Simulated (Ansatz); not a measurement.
Cr (bcc (W type), Im-3m) at seven volumes, r²SCAN in the plane-wave PAW code Ansatz, scaled uniformly. One row is withheld.

```
V (Å³/atom)  P (GPa)
-----------  -------
11.789             ?
12.178          7.85
12.567          3.50
12.955          0.02
13.344         -2.84
13.733         -5.33
14.121         -7.67
```

Fit the shown pressures and predict the withheld one.

P = (3/2)B₀(x^(7/2) − x^(5/2))[1 + (3/4)(B′ − 4)(x − 1)] with x = (V₀/V)^(2/3). Least squares on the six rows gives V₀ = 12.964 Å³/atom, B₀ = 108 GPa, B′ = 4.60. At V = 11.789, x = 1.0654 and P = 12.78 GPa. The run itself gave 12.96 GPa.

The cell was relaxed with r²SCAN under the symmetry of its start, as lowered by the spin order. The final state is antiferromagnetic, chosen from 3 collinear starts compared on coarse meshes (ties went to the first, and starts can fall back to one state), not a proven ground state. Textbook magnetic order: a spin-density-wave antiferromagnet. Other orbital occupations within this spin state were not tried.

Potentials: the later of the program's two PAW sets.
